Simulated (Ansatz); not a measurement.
Input file for Ansatz (a program for electronic structure):

Ansatz 0.2 input:
```yaml
crystal:
  lattice:
    - [3.2990210864, 0.0, 0.0]
    - [-1.6495105432, 2.8570360684, 0.0]
    - [0.0, 0.0, 13.0572077566]
  atoms:
    - { symbol: Ti, position: [0.3333333333, 0.6666666667, 0.5733935672] }
    - { symbol: Ti, position: [0.6666666667, 0.3333333333, 0.4266064328] }
    - { symbol: Ti, position: [0.6666666667, 0.3333333333, 0.0733935672] }
    - { symbol: Ti, position: [0.3333333333, 0.6666666667, 0.9266064328] }
    - { symbol: Bi, position: [0.3333333333, 0.6666666667, 0.25] }
    - { symbol: Bi, position: [0.6666666667, 0.3333333333, 0.75] }
    - { symbol: N, position: [0.0, 0.0, 0.0] }
    - { symbol: N, position: [0.0, 0.0, 0.5] }
kpoints:
  mp_grid: { grid: [14, 14, 4] }
hamiltonian:
  xc: r2scan
  pseudopotentials: { kind: paw }
scf:
  occupations: { method: gaussian, width: 0.05 }
checkpoint: { read: metal.run }
output: { write_density: true, elf: true, volumetric_format: npy }
basis: { fft_grid_basis: typed }
```

Output (shortened):

```
Pseudopotential: Ti, paw, valence charge 12
Pseudopotential: Bi, paw, valence charge 15
Pseudopotential: N, paw, valence charge 5
Functional definition: r2SCAN
Crystal: 8 atoms, lattice volume = 123.070 Å³
Basis set: ecut = 500 eV, 3095 PW (Γ), exchange–correlation on 100×100×384 points (64 copies of the dense FFT grid, shifted against one another)
Bands: 53, of which v1, the nominal top of the filled ones, is band 44 counted from 1 (43 counted from 0)
Symmetry: 24 space group operations
Space group: P63/mmc (ITA 194), of the structure as read, at distance tolerance 5.0e-5 Å
k-points: 72 of 784
Stability of the state it starts from, as read at its close in the unpolarized treatment …
iter 1 solved again at ethr=1.77e-7 eV; its pass at ethr=3.10e-3 eV (dr2=1.56e-4 eV) is discarded
SCF iter   1: F=—  HF=-35617.118863 eV  |F-HF|=—  |Δ(HF+E_count)|=         —  Δρ=1.41e-6  dr2=2.19e-9  dr2_τ=1.05e-10  ethr=1.77e-7  ⟨swp⟩=3.6  Hψ=24823  notcnv=0
preconditioner: auto → Kerker (q_TF=auto, 2.580 Å⁻¹)
SCF iter   2: F=—  HF=-35617.118860 eV  |F-HF|=—  |Δ(HF+E_count)|=   3.66e-6  Δρ=8.44e-7  dr2=7.66e-10  dr2_τ=1.31e-10  ethr=2.49e-12  ⟨swp⟩=9.5  Hψ=17267  notcnv=0
SCF iter   3: F=-35617.118860 eV  HF=-35617.118860 eV  |F-HF|=1.31e-10  |Δ(HF+E_count)|=  4.37e-11  Δρ=4.66e-7  dr2=2.10e-10  dr2_τ=1.43e-11  ethr=1.00e-12  ⟨swp⟩=1.0  Hψ=8234  notcnv=0
SCF 1 converged in 3 iterations: F = -35617.118860 eV  dr2 = 2.10e-10
SCF converged after 3 iterations
Free energy (F): -35617.118860 eV
Harris-Foulkes:  -35617.118860 eV  (|F-HF|=1.31e-10)
Internal energy: -35617.115460 eV  (E = F + TS)
E sigma→0 (E₀):  -35617.117160 eV
Entropy (-TS):   -0.003400 eV (-0.425 meV/atom)
Fermi energy:    15.617709 eV
--- Per-component energies (eV) ---
  E_band       = -634.898534
  E_kinetic    = 1970.370541
  E_local      = -6063.037017  (includes V_loc(G=0)·N_el)
  E_nonlocal   = 1242.172607
  E_hartree    = 2262.423998
  E_xc         = -778.121609
  E_vxc        = -1021.362960  (∫ρ·V_xc dr)
  E_paw        = -25865.672066  (= ΣΔE_a)
  E_vpaw       = -1356.044369  (= ΣTr[D̂ρ^β])
  E_aug_tail   = -0.000170  (compensation charges beyond the density's cutoff)
  E_vtau       = 68.153926  (kinetic-family band-sum trace: ∫τ·v_τ [+ j·A + Jᵃ·Aᵃ] dr)
  E_ewald      = -8385.929882
  E_core_change = 0.678137  (= ΣΔE_core)
  E_smearing   = -0.003400  (= −TS)
  E_closure    = 0.000000  (closes the sum)
  Σ components = -35617.118860   (vs F -35617.118860, Δ=0.00e0)
  [band-id]    e_kinetic+e_local+e_nonlocal+2·e_hartree+e_vxc+e_vpaw+e_augmentation_tail+e_vtau = -634.899445   (vs E_band -634.898534, Δ=-9.11e-4)
--- Band table (eV; the first three rows and the last of 72) ---
  k-point 0: bands = ["-44.0580", "-44.0579", "-43.9066", "-43.9065", "-19.5839", "-19.5798", "-19.2011", "-19.2011", "-19.2010", "-19.2010", "-19.0685", "-19.0638", "-19.0467", "-19.0467", "-19.0466", "-19.0466", "-8.3961", "-8.3961", "-8.3960", "-8.3960", …
  k-point 1: bands = ["-44.0580", "-44.0579", "-43.9066", "-43.9065", "-19.5833", "-19.5804", "-19.2011", "-19.2011", "-19.2010", "-19.2010", "-19.0678", "-19.0644", "-19.0467", "-19.0467", "-19.0466", "-19.0466", "-8.3961", "-8.3961", "-8.3960", "-8.3960", …
  k-point 2: bands = ["-44.0580", "-44.0580", "-43.9066", "-43.9066", "-19.5819", "-19.5819", "-19.2011", "-19.2011", "-19.2011", "-19.2011", "-19.0661", "-19.0661", "-19.0467", "-19.0467", "-19.0467", "-19.0467", "-8.3960", "-8.3960", "-8.3960", "-8.3960", …
  k-point 71: bands = ["-43.9654", "-43.9654", "-43.9530", "-43.9530", "-19.4998", "-19.4998", "-19.4933", "-19.4933", "-19.4494", "-19.4494", "-19.0958", "-19.0958", "-19.0476", "-19.0476", "-19.0452", "-19.0452", "-8.3059", "-8.3059", "-8.3058", "-8.3058", …
```

Cost: very roughly 30 core-seconds on shared cores.

Space group P6_3/mmc. The start of the workflow was typed in or built on a structure type; neither database checked (COD, Materials Project) lists it. Its standing as an ambient phase is unchecked. The r²SCAN relaxation kept the symmetry of its start; whether a distortion lowers the energy is not shown. The run is not spin-polarised. Scalar-relativistic: spin–orbit coupling is off unless named, which matters more the heavier the elements.

Potentials: the later of the program's two PAW sets.

Ansatz is a plane-wave DFT program.
